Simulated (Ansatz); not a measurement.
input.yaml (Ansatz)

```yaml
crystal:
  lattice:
    - [2.613663154, 0.0, 0.0]
    - [-1.306831577, 2.2634986883, 0.0]
    - [0.0, 0.0, 9.313213406]
  atoms:
    - { symbol: Cr, position: [1.0, 1.0, 0.0], spin: 1.5 }
    - { symbol: Cr, position: [1.0, 0.0, 0.5], spin: 1.5 }
    - { symbol: Cr, position: [0.3333333333, 0.6666666667, 0.25], spin: 1.5 }
    - { symbol: Cr, position: [0.6666666667, 0.3333333333, 0.75], spin: 1.5 }
hamiltonian:
  xc: blyp
  pseudopotentials:
    kind: paw
    azcp:
      Cr: "pseudopotentials/Cr.paw.azcp"
basis:
  ecutwfc: 420
  fft_grid_basis: typed
kpoints:
  mp_grid: { grid: [16, 16, 4], shift: [0, 0, 0] }
magnetization:
  spin_polarized: true
scf:
  occupations: { method: fermi_dirac, width: 0.05 }
  lower_state_search: "off"
output:
  stress: true
```

Terminal output

```
Engine: ansatz 0.2.0, x86_64-unknown-linux-gnu
Pseudopotentials: kind: paw
Pseudopotential: Cr, paw, valence charge 14, recommended cutoff 420 eV (normal) 
Functional definition: BLYP
  parameter beta = 0.0042
  parameter a = 0.04918
  parameter b = 0.132
  parameter c = 0.2533
  parameter d = 0.349
  exchange = b88_x(beta = beta)
  correlation = lyp_c(a = a, b = b, c = c, d = d)
Crystal: 4 atoms, lattice volume = 55.097 Å³
Basis set: ecut = 420 eV, 1117 PW (Γ), exchange–correlation on 36×36×128 points (8 copies of the dense FFT grid, shifted against one another)
Bands: 38, of which v1, the nominal top of the filled ones, is band 28 counted from 1 (27 counted from 0)
Symmetry: 24 space group operations
Space group: P63/mmc (ITA 194), of the structure as read, at distance tolerance 3.8e-5 Å
Magnetic group: BNS 194.263 (UNI 1493), of the structure as read, at distance tolerance 3.8e-5 Å
k-points: 90 of 1024
Non-local potential: Cr, projectors of the file, l = 0: 3, l = 1: 2, l = 2: 3, l = 3: 1
PAW form: soft (Blöchl's): semilocal exchange-correlation on the pseudo side does not see the compensation charge
PAW frozen core: Cr, regenerated for the run's functional, and the local potential with it (the file was generated under x = pbe(κ = 0.804, μ = 0.2195149727645171), c = pbe(β = 0.06672455060314922))
PAW one-centre angular grid: Cr, 590 points (default); XC on 64 Gauss nodes
Initial density: superposition of atomic densities (chi_scale 0.1, normalization cell)
Starting moments: Σ|m| = 6 μB on 4 of 4 sites
Initial wavefunctions: pseudopotential atomic-orbital guess
Functional: x = b88, c = lyp
SCF iter   1: F=—  HF=-13541.309926 eV  |F-HF|=—  |Δ(HF+E_count)|=         —  Δρ=1.78e-1 (↑1.78e-1 ↓5.02e-2)  dr2=2.15e1  dr2_m=2.98e0  M=3.053 μB ∫|m|=3.057 μB  β_m=0.30  ethr=3.10e-3  ⟨swp⟩=3.2  Hψ=20367  notcnv=0
SCF iter   2: F=—  HF=-13537.299479 eV  |F-HF|=—  |Δ(HF+E_count)|=    4.01e0  Δρ=9.19e-2 (↑9.19e-2 ↓3.10e-2)  dr2=4.92e0  dr2_m=1.19e0  M=3.198 μB ∫|m|=3.204 μB  β_m=0.30  ethr=3.10e-3  ⟨swp⟩=2.1  Hψ=14139  notcnv=0  defer=289
SCF iter   3: F=—  HF=-13536.303555 eV  |F-HF|=—  |Δ(HF+E_count)|=   9.96e-1  Δρ=3.93e-2 (↑3.31e-2 ↓3.93e-2)  dr2=1.27e0  dr2_m=4.31e-1  M=3.349 μB ∫|m|=3.355 μB  β_m=0.30  ethr=3.10e-3  ⟨swp⟩=3.2  Hψ=14693  notcnv=0  defer=277
...
iter 28 did not close the SCF: its close was put off for a magnetic moment that had not settled (scf_convergence_deferred on its scf_iter line)
SCF iter  28: F=-13536.486930 eV  HF=-13536.486930 eV  |F-HF|=2.62e-9  |Δ(HF+E_count)|=   6.33e-8  Δρ=3.40e-6 (↑2.07e-6 ↓3.40e-6)  dr2=5.78e-9  dr2_m=3.08e-9  M=-0.000 μB ∫|m|=0.000 μB  β_m=0.80  ethr=1.21e-10  ⟨swp⟩=1.5  Hψ=19793  notcnv=0
iter 29 did not close the SCF: its close was put off for a magnetic moment that had not settled (scf_convergence_deferred on its scf_iter line)
SCF iter  29: F=-13536.486930 eV  HF=-13536.486930 eV  |F-HF|=2.98e-9  |Δ(HF+E_count)|=   4.00e-9  Δρ=1.20e-6 (↑1.20e-6 ↓1.14e-6)  dr2=3.31e-9  dr2_m=1.34e-10  M=0.000 μB ∫|m|=0.000 μB  β_m=0.74  ethr=1.03e-11  ⟨swp⟩=1.0  Hψ=17760  notcnv=0
SCF iter  30: F=-13536.486930 eV  HF=-13536.486930 eV  |F-HF|=2.91e-10  |Δ(HF+E_count)|=  1.82e-11  Δρ=4.99e-7 (↑4.99e-7 ↓4.63e-7)  dr2=3.49e-10  dr2_m=2.25e-11  M=0.000 μB ∫|m|=0.000 μB  ethr=5.92e-12  ⟨swp⟩=1.0  Hψ=14375  notcnv=0
WARN: the starting moments were not kept: the SCF closed with an absolute magnetisation of 3.3e-5 μB, where they sum to 6 μB in size (4 sites). That is at most 0.1 of that sum. Measured as dr2_m measures the in/out step, that magnetisation stands 3.0e-10 eV from none, at or under the dr2_threshold of 1.0e-7 eV: it is no larger than a step whose dr2_m would equal this threshold. The system may hold no moment; this SCF shows only that its start led to no more than that. To try another start: raise the starting moments (crystal.atoms[].spin, magnetization.per_species, magnetization.initial_magnetization, or on a non-collinear deck that types none of these the spinor_matrix: blocks that start its atoms; where the total moment is fixed, keep their sum and leave initial_magnetization as it is; typed ones take the place of any that the run laid by itself, positive ones on a crystal's lanthanoids without a Hubbard term where scf.initial_density.shell_occupations: [] is typed) or, if the notice of its spin-set hold's release reads "site moments contracting" or "site moments show no strong build", lengthen the hold (scf.mixing.spin_hold: { on: { confirm: 4 } }; for m-r²SCAN on two components see the key's manual first). Each may lead to a state that holds a moment. A second SCF, from the converged charge density, with the starting moments and any scf.initial_density.shell_occupations laid on it anew, would have followed, and was not run: the deck does not ask for one (magnetization.retry_lost_moments is false, the default). To let it run, set magnetization.retry_lost_moments: true and run the deck again, where that key's refused combinations let it; where memory then withholds it, that run's warning says so.
SCF 1 converged in 30 iterations: F = -13536.486930 eV  dr2 = 3.49e-10
SCF converged after 30 iterations
Magnetization: 0.0000 μB (28.0000 up, 28.0000 down)
Absolute magnetization: 0.0000 μB (∫|ρ↑−ρ↓|, with the PAW one-centre terms)
Spin contamination: 0.0000 ħ² per cell (⟨S²⟩ above its minimum at these occupations)
Per-site moments (μB) at R_I (Å): [(1.1114961987012753e-5, 1.0781360510251525), (1.111496198696441e-5, 1.0781360510251525), (2.878321725727097e-6, 1.0781360510251525), (2.8783217257803333e-6, 1.0781360510251525)]
Free energy (F): -13536.486930 eV
Harris-Foulkes:  -13536.486930 eV  (|F-HF|=2.91e-10)
Internal energy: -13536.424814 eV  (E = F + TS)
E sigma→0 (E₀):  -13536.455872 eV
Entropy (-TS):   -0.062116 eV (-15.529 meV/atom)
Fermi energy:    16.087687 eV
--- Per-component energies (eV) ---
  E_band       = -738.491127
  E_kinetic    = 1362.229396
  E_local      = -5349.303816  (includes V_loc(G=0)·N_el)
  E_nonlocal   = 314.155776
  E_hartree    = 2291.823984
  E_xc         = -547.184709
  E_vxc        = -695.824440  (∫ρ·V_xc dr)
  E_paw        = -4814.932521  (= ΣΔE_a)
  E_vpaw       = -953.398963  (= ΣTr[D̂ρ^β])
  E_aug_tail   = 0.001321  (compensation charges beyond the density's cutoff)
  E_ewald      = -6793.273407
  E_core_change = 0.059161  (= ΣΔE_core)
  E_smearing   = -0.062116  (= −TS)
  E_closure    = -0.000000  (closes the sum)
  Σ components = -13536.486930   (vs F -13536.486930, Δ=0.00e0)
--- Stress (GPa, compression-positive) ---
      -20.130270       0.000000       0.000000
        0.000000     -20.130270       0.000000
        0.000000       0.000000     -17.232319
  P = ⅓ Tr σ = -19.1643 GPa (-191.643 kbar)
```
